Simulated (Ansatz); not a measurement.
All numbers below come from Ansatz, DFT PBE, scalar-relativistic, plane waves, PAW. Cutoff 420 eV, Γ-centred meshes of about 0.25 Å⁻¹ or finer for metals and 0.3 Å⁻¹ for insulators (2π included), Gaussian smearing. No spin polarisation.

All energies are static (0 K, no zero-point motion).

Two relaxed structures of Ti3H2:

1.

```cif
data_structure
_symmetry_space_group_name_H-M 'R-3m:H'
_symmetry_Int_Tables_number 166
_cell_length_a 2.9446
_cell_length_b 2.9446
_cell_length_c 21.8022
_cell_angle_alpha 90.000
_cell_angle_beta 90.000
_cell_angle_gamma 120.000
_cell_volume 163.71
loop_
_atom_site_label
_atom_site_type_symbol
_atom_site_symmetry_multiplicity
_atom_site_Wyckoff_symbol
_atom_site_fract_x
_atom_site_fract_y
_atom_site_fract_z
_atom_site_occupancy
Ti1 Ti 6 c 0.00000 0.00000 0.78034 1
Ti2 Ti 3 a 0.00000 0.00000 0.00000 1
H1 H 6 c 0.66667 0.33333 0.72147 1
```

2.

```cif
data_structure
_symmetry_space_group_name_H-M 'I4/mmm'
_symmetry_Int_Tables_number 139
_cell_length_a 2.9477
_cell_length_b 2.9477
_cell_length_c 13.1950
_cell_angle_alpha 90.000
_cell_angle_beta 90.000
_cell_angle_gamma 90.000
_cell_volume 114.65
loop_
_atom_site_label
_atom_site_type_symbol
_atom_site_symmetry_multiplicity
_atom_site_Wyckoff_symbol
_atom_site_fract_x
_atom_site_fract_y
_atom_site_fract_z
_atom_site_occupancy
Ti1 Ti 4 e 0.50000 0.50000 0.15515 1
Ti2 Ti 2 a 0.00000 0.00000 0.00000 1
H1 H 4 d 0.00000 0.50000 0.25000 1
```

Question: Which would you expect to be lower, and how large is the difference?

Answer: They are level within the accuracy (1 meV/atom apart, with cell 2 the lower in these runs). Cell 1 has the anti-tetradymite type, space group R-3m (No. 166), 10.9 Å³/atom and no gap on its mesh; cell 2 has space group I4/mmm (No. 139), 11.5 Å³/atom and no gap. Counting H atoms around Ti (those within 1.25 times the shortest such distance or 1.15 times the sum of covalent radii, 1.27 where that leaves under three; the shortest distance is added where it exceeds 1.18 times the sum of covalent radii; a slash parts the counts of unlike sites), cell 1 has Ti 3/6 and cell 2 has Ti 4/8 from 3.6 Å. In cell 1, around Ti on a site of symmetry 3m lie 3 H at 2.13 Å and 12 Ti at 2.87–3.01 Å; around Ti on a site of symmetry -3m lie 6 H at 2.08 Å; H is surrounded by 6 Ti at 2.08–2.13 Å. In cell 2, Ti on a site of symmetry 4mm has 4 H at 1.93 Å and 8 Ti at 2.92–2.95 Å; around Ti on a site of symmetry 4/mmm lie 12 Ti at 2.92–2.95 Å; H is surrounded by 4 Ti at 1.93 Å and 4 H at 2.08 Å. Both come from trial cells of a structure search, whose lowest cell (C2, 11.5 Å³/atom) lies 31 meV/atom below the lower of the two.

The k mesh leaves some 4 meV/atom of noise in the energy of each metallic cell. With hydrogen, zero-point motion can shift such differences by 10 meV/atom or more. Trial moments fell under 0.15 μB along the way in R-3m and I4/mmm; another start might hold them. With atoms moved at random, cell 1 (by 19 meV/atom) fell into a lower structure and cell 2 came back. Some structure types and database cells were kept out of the candidates from the start, so a known form may be missing.
